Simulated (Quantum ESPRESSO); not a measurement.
pw.x input (Quantum ESPRESSO 7.5; PBEsol, PseudoDojo standard norm-conserving files, scalar-relativistic):

```
&CONTROL
  calculation = 'scf'
  pseudo_dir = './pseudo'
  outdir = './out'
  tprnfor = .true.
  tstress = .true.
/
&SYSTEM
  ibrav = 0
  nat = 4
  ntyp = 1
  ecutwfc = 82.0
  ecutrho = 328.0
  occupations = 'smearing'
  smearing = 'fd'
  degauss = 0.002
  nbnd = 12
/
&ELECTRONS
  conv_thr = 4e-10
/
ATOMIC_SPECIES
C 12.0110 C.upf
CELL_PARAMETERS angstrom
  2.467290079000   0.000000000000   0.000000000000
 -1.233645039000   2.136735887000   0.000000000000
  0.000000000000   0.000000000000   7.803070000000
ATOMIC_POSITIONS crystal
C   0.000000000000   0.000000000000   0.250000000000
C   0.000000000000   0.000000000000   0.750000000000
C   0.333333333000   0.666666667000   0.250000000000
C   0.666666667000   0.333333333000   0.750000000000
K_POINTS automatic
12 12 4 0 0 0
```

End of the output:

```
     total energy              =     -48.03845858 Ry
     estimated scf accuracy    <       0.00000001 Ry
[...]
     the Fermi energy is     5.3702 ev
!    total energy              =     -48.03845858 Ry
     estimated scf accuracy    <          1.1E-10 Ry
     smearing contrib. (-TS)   =      -0.00009674 Ry
     internal energy E=F+TS    =     -48.03836185 Ry
     The total energy is F=E-TS. E is the sum of the following terms:
     one-electron contribution =     -23.35263892 Ry
     hartree contribution      =      18.82111282 Ry
     xc contribution           =     -16.99472189 Ry
     ewald contribution        =     -26.51211385 Ry
     convergence has been achieved in   8 iterations
     Forces acting on atoms (cartesian axes, Ry/au):
     atom    1 type  1   force =     0.00000000    0.00000000    0.00000000
     atom    2 type  1   force =     0.00000000   -0.00000000    0.00000000
     atom    3 type  1   force =    -0.00000000   -0.00000000    0.00000000
     atom    4 type  1   force =     0.00000000    0.00000000    0.00000000
     Total force =     0.000000     Total SCF correction =     0.000000
     Computing stress (Cartesian axis) and pressure
          total   stress  (Ry/bohr**3)                   (kbar)     P=      -17.19
  -0.00016039   0.00000000   0.00000000          -23.59        0.00        0.00
   0.00000000  -0.00016039   0.00000000            0.00      -23.59        0.00
   0.00000000   0.00000000  -0.00002984            0.00        0.00       -4.39
```

Geometry of the Materials Project entry, not relaxed at this level.
